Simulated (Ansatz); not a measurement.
Polymorphs of ZnCdSe₂, each relaxed with LDA in the plane-wave PAW code Ansatz:

A: P-4m2
a = b = 4.0713 Å, c = 5.8414 Å, α = β = γ = 90.00°

```tsv
atom	site	symmetry	x	y	z
Zn	1c	-4m2	0.5000	0.5000	0.5000
Cd	1a	-4m2	0.0000	0.0000	0.0000
Se	2g	2mm.	0.5000	0.0000	0.2734
```

B: P3m1
a = b = 4.0719 Å, c = 6.7549 Å, α = β = 90.00°, γ = 120.00°

| atom | site | symmetry | x | y | z |
|---|---|---|---|---|---|
| Zn | 1a | 3m. | 0.0000 | 0.0000 | 0.0013 |
| Cd | 1c | 3m. | 0.6667 | 0.3333 | 0.4928 |
| Se | 1c | 3m. | 0.6667 | 0.3333 | 0.1093 |
| Se | 1a | 3m. | 0.0000 | 0.0000 | 0.6446 |

Put the candidates in order of energy per atom at 0 K, lowest first, for LDA.

A (+0 meV/atom), B (+15 meV/atom)

Give each one's gap.

A 0.69 eV; B 0.61 eV.

Standing as an ambient phase not checked: A; B. All cells were relaxed under the symmetry of their starts (and spin orders); stability against distortions was not tested throughout. Scalar-relativistic: spin–orbit coupling is off unless named, which matters more the heavier the elements.

Energies hold the estimated change up to a 700 eV cutoff; steps of a few meV lie near the error of the meshes.

Potentials: the later of the program's two PAW sets.
